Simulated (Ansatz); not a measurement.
# RbHgBr₃: relaxation (Ansatz)

input.yaml:

```yaml
crystal:
  lattice:
    - [7.924633, 0.0, 0.0]
    - [-3.962317, 6.862938, 0.0]
    - [0.0, 0.0, 6.780446]
  atoms:
    - { symbol: Rb, position: [0.6667, 0.3333, 0.25] }
    - { symbol: Rb, position: [0.3334, 0.6667, 0.75] }
    - { symbol: Br, position: [0.1667, 0.8333, 0.25] }
    - { symbol: Br, position: [0.3334, 0.1667, 0.75] }
    - { symbol: Br, position: [0.1667, 0.3334, 0.25] }
    - { symbol: Br, position: [0.8333, 0.1667, 0.75] }
    - { symbol: Br, position: [0.6666, 0.8333, 0.25] }
    - { symbol: Br, position: [0.8333, 0.6666, 0.75] }
    - { symbol: Hg, position: [0.0, 0.0, 0.0] }
    - { symbol: Hg, position: [0.0, 0.0, 0.5] }
  symmetry: { tolerance: 0.0003 }
kpoints:
  mp_grid: { grid: [4, 4, 4], shift: [0, 0, 0] }
magnetization:
  spin_polarized: false
scf:
  occupations: { method: fermi_dirac }
  lower_state_search: "off"
hamiltonian:
  pseudopotentials: { kind: paw }
  xc: r2scan
basis:
  ecutwfc: 500
  fft_grid_basis: typed
relax:
  max_steps: 60
  cell: { p_target: 0.0 }
output:
  forces: true
  stress: true
  eigenvalues: true
  bader: true
  populations: true
  elf: true
  write_potential: true
  volumetric_format: npy
  dos:
    e_range: [-12, 8]
    de: 0.05
    projected: { site_lists: { Br: [Br], Hg: [Hg], Rb: [Rb] } }
checkpoint:
  read: saved_state
```

Run with:

```bash
ansatz run input.yaml --threads 2 --pin off --max-ram 3584MiB --backend cpu --events-out ev --progress --plain --runs-dir out
```

Origin of the cell: a known structure type with other elements, at an estimated volume, so it need not be a known compound.

The smearing width isn't typed, so it takes its default of 0.1 eV.

The saved state is a converged single point of the same cell.

Steps («new basis» is an SCF on plane waves selected anew at the same cell):

| step | ΔF (meV/atom) | max force component (eV/Å) | P (GPa) | volume (Å³) | SCF iterations | step was |
| --- | --- | --- | --- | --- | --- | --- |
| 1 | 0.0 | 0.050 | -0.79 | 368.76 | 5 | accepted |
| 2 | -5.5 | 0.007 | -0.41 | 358.80 | 6 | accepted |
| 3 | -7.8 | 0.046 | 0.12 | 343.45 | 6 | accepted |
| 4 | -8.1 | 0.032 | 0.06 | 348.59 | 6 | accepted |
| 5 | -8.1 | 0.015 | -0.07 | 349.18 | 5 | accepted |
| 6 | -8.2 | 0.000 | 0.00 | 348.29 | 6 | accepted |
| 7 | -7.9 | 0.000 | -0.01 | 348.29 | 6 | new basis |

The starting structure.

Space group P6_3/mmc (No. 194); the run's cell has a = 7.925 Å, b = 7.925 Å, c = 6.780 Å, α = 90.00°, β = 90.00°, γ = 120.00°. Shortest distances: Br–Hg 2.85 Å, Hg–Hg 3.39 Å.

After:

Space group P6_3/mmc (No. 194); the run's cell has a = 7.656 Å, b = 7.656 Å, c = 6.861 Å, α = 90.00°, β = 90.00°, γ = 120.00°. Shortest distances: Br–Hg 2.83 Å, Hg–Hg 3.43 Å.

```
CELL_PARAMETERS angstrom
7.65641 0.00000 0.00000
-3.82821 6.63065 0.00000
0.00000 0.00000 6.86061
ATOMIC_POSITIONS crystal
Rb 0.66667 0.33333 0.25000
Rb 0.33333 0.66667 0.75000
Br 0.16953 0.83047 0.25000
Br 0.33906 0.16953 0.75000
Br 0.16953 0.33906 0.25000
Br 0.83047 0.16953 0.75000
Br 0.66094 0.83047 0.25000
Br 0.83047 0.66094 0.75000
Hg 0.00000 0.00000 0.00000
Hg 0.00000 0.00000 0.50000
```

- Free energy lowered by: 7.9 meV/atom
- Volume change: -5.55 %
- Final pressure: -0.01 GPa
- Relaxation steps listed: 7

Caveats: no spin-orbit coupling, though heavy elements are present; the relaxation held the start's symmetry, so the end may be a saddle point.

It ran for 110 s on 2 threads of Intel(R) Xeon(R) 6975P-C (Granite Rapids), with other jobs on the host, peak memory 1.6 GiB, from a saved density.
